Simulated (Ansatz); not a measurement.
CrO2 (rutile)

```xyz
6
Lattice="4.3924 0.0000 0.0000 0.0000 4.3924 0.0000 0.0000 0.0000 2.8875" Properties=species:S:1:pos:R:3 pbc="T T T"
Cr     0.0000     0.0000     0.0000
Cr     2.1962     2.1962     1.4438
O      1.3322     1.3322     0.0000
O      3.5284     0.8640     1.4438
O      0.8640     3.5284     1.4438
O      3.0602     3.0602     0.0000
```

The slice is a (010) plane (indices of the conventional cell) through the point (0.000, 0.000, 0.000) (fractional), spanned by u = [001] and v = [100] in vectors of this cell: u (2.89 Å) and v (4.39 Å, at 90° to u). It covers one period; positions are fractions (u, v).

Method: PBEsol (plane waves to 420 eV, PAW, scalar-relativistic; Ansatz, an electronic-structure program). k mesh 11×11×16. Inside the PAW spheres the values are not all-electron values, and peaks at nuclei hang on which shells count as valence. CrO2 is run spin-polarised and with no Hubbard U. CrO2 was relaxed with its symmetry unable to fall. Relaxed CrO2 ends ferromagnetic. Other magnetic orders were not checked, so this need not be the ground state.

**Question.** Sketch the spin density, up minus down on this plane as a map.

**Answer.** 
```
|%%##++--..                  ..--++##|
|++==--::..                  ..::--==|
|--::....                      ....::|
|....                              ..|
|                                    |
|                                    |
|                                    |
|                                    |
|                                    |
|                                    |
|                                    |
|                                    |
|                                    |
|                                    |
|                                    |
|                                    |
|                                    |
|                                    |
|                                    |
|                                    |
|                                    |
|                                    |
|                                    |
|....                              ..|
|--::....                      ....::|
|++==--::..                  ..::--==|
|%%##++--..                  ..--++##|
|@@%%**--::..              ..::--**%%|
```
Scale: ten equal steps from -0.01 (start of ' ') to 3.47 (end of '@'), in the order ' .:-=+*#%@'. Values: spin density, up minus down in e/Å³. The map has 18 points along u (two characters each, u = 0 at the left) and 28 along v (v = 0 in the bottom row).
